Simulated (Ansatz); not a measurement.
**Calculated with Ansatz: BaIn₂Bi₂, settings compared**

input.yaml:

```yaml
crystal:
  lattice:
    - [5.054988, 0.0, 0.0]
    - [-2.527494, 4.377752, 0.0]
    - [0.0, 0.0, 8.301915]
  atoms:
    - { symbol: Ba, position: [0.0, 0.0, 0.0] }
    - { symbol: Bi, position: [0.6667, 0.3333, 0.24992] }
    - { symbol: Bi, position: [0.3333, 0.6667, 0.75008] }
    - { symbol: In, position: [0.6667, 0.3333, 0.6276] }
    - { symbol: In, position: [0.3333, 0.6667, 0.3724] }
  symmetry: { tolerance: 0.0003 }
kpoints:
  mp_grid: { grid: [4, 4, 2], shift: [0, 0, 0] }
magnetization:
  spin_polarized: false
scf:
  occupations: { method: fermi_dirac }
hamiltonian:
  pseudopotentials: { kind: paw }
  xc: r2scan
basis:
  ecutwfc: 500
output:
  forces: true
  stress: true
  eigenvalues: true
```

Run with:

```bash
ansatz run input.yaml --threads 1 --pin off --max-ram 2560MiB --backend cpu --events-out ev --progress --plain --runs-dir out
```

Origin of the cell: a known structure type with other elements, at an estimated volume, so it need not be a known compound.

The smearing width isn't typed, so it takes its default of 0.1 eV.

Output of this run (shortened):

```
SCF iter   1: F=—  HF=-42012.384619 eV  Δρ=5.35e-3  dr2=1.43e-1  dr2_τ=7.04e-3
SCF iter   2: F=—  HF=-42012.429534 eV  Δρ=3.65e-3  dr2=3.55e-2  dr2_τ=6.74e-4
SCF iter   3: F=—  HF=-42012.421892 eV  Δρ=8.67e-4  dr2=3.27e-3  dr2_τ=8.66e-5
SCF iter   4: F=—  HF=-42012.421707 eV  Δρ=3.09e-4  dr2=2.49e-4  dr2_τ=1.96e-5
SCF iter   5: F=—  HF=-42012.421671 eV  Δρ=1.03e-4  dr2=1.75e-5  dr2_τ=8.94e-7
SCF iter   6: F=—  HF=-42012.421812 eV  Δρ=2.67e-5  dr2=7.48e-7  dr2_τ=4.15e-8
SCF iter   7: F=-42012.421813 eV  HF=-42012.421813 eV  Δρ=6.38e-6  dr2=7.54e-8  dr2_τ=1.74e-9
SCF 1 converged in 7 iterations: F = -42012.421813 eV  dr2 = 7.54e-8
SCF converged after 7 iterations
Free energy (F): -42012.421813 eV
Harris-Foulkes:  -42012.421813 eV  (|F-HF|=8.91e-9)
Internal energy: -42012.351286 eV  (E = F + TS)
E sigma→0 (E₀):  -42012.386549 eV
Entropy (-TS):   -0.070528 eV (-14.106 meV/atom)
Fermi energy:    8.898284 eV
--- Per-component energies (eV) ---
  E_band       = -436.492197
  E_kinetic    = 1255.783776
  E_local      = -6504.742005  (includes V_loc(G=0)·N_el)
  E_nonlocal   = 1908.400692
  E_hartree    = 2389.195067
  E_xc         = -840.416564
  E_vxc        = -673.877050  (∫ρ·V_xc dr)
  E_paw        = -34993.283642  (= ΣΔE_a)
  E_vpaw       = -1244.586878  (= ΣTr[D̂ρ^β])
  E_aug_tail   = -0.000546  (compensation charges beyond the density's cutoff)
  E_vtau       = 44.146260  (kinetic-family band-sum trace: ∫τ·v_τ [+ j·A + Jᵃ·Aᵃ] dr)
  E_ewald      = -5231.040666
  E_core_change = 3.752602  (= ΣΔE_core)
  E_smearing   = -0.070528  (= −TS)
  Σ components = -42012.421813   (vs F -42012.421813, Δ=0.00e0)
--- Forces (eV/Å), atoms counted from 1 ---
  atom   1  Ba     0.000000    -0.000000     0.000000
  atom   2  Bi     0.000000    -0.000000     0.322364
  atom   3  Bi    -0.000000     0.000000    -0.322364
  atom   4  In    -0.000000    -0.000000     0.094480
  atom   5  In    -0.000000     0.000000    -0.094480
  max |Σ_I F_I| component: 7.40e-17 eV/Å
--- Stress (GPa, compression-positive) ---
        2.043647       0.000000      -0.000000
        0.000000       2.043647       0.000000
       -0.000000       0.000000      -1.035806
  P = ⅓ Tr σ = 1.0172 GPa (10.172 kbar)
```

The same input was run again with these changes:

1. `scf.n_extra_bands` default → 32; `scf.lower_state_search` default → light; `basis.ecutwfc` 500 → "44.1 Ry"
2. `scf.initial_density.chi_scale` default → 0.3; `scf.mixing.preconditioner` default → kerker_dos; `scf.occupations.method` fermi_dirac → tetrahedron_uncorrected
3. `scf.occupations.method` fermi_dirac → methfessel_paxton; `scf.occupations.width` default → 0.01; `accuracy` default → high
4. `magnetization` { spin_polarized: false } → { spin_polarized: true } (starts: random); `basis.ecutwfc` 500 → "14.7 Ry"; typed moments: Ba1 2, Bi2 -4, Bi3 2, In4 1, In5 -1

```tsv
run	end	SCF iterations	P (GPa)	max force component (eV/Å)	gap on mesh (eV)	moment (μB)	ΔE(σ→0) (meV/atom)
base	converged	7	1.02	0.322	none	–	0
1	converged	7	1.02	0.322	none	–	-0.41
2	converged	12	1.16	0.305	none	–	37.22
3	converged	16	1.01	0.270	none	–	-0.26
4	converged	20	1.56	0.192	none	0.00	7237.21
```

Energies are compared only where functional, datasets, charge and starting cell are the same.

Not properties of the system: run 4 (too coarse or loose: `basis.ecutwfc` = "14.7 Ry").

Caveats of the base run: no spin-orbit coupling, though heavy elements are present; the k mesh is coarse if the cell is a metal.

Run 4: a starting moment was lost; the cutoff lies below the datasets' advice.

The base run ran for 9.5 s on 1 thread of Arm Neoverse V2 (shared host), peak memory 0.9 GiB, from the program's own first density.
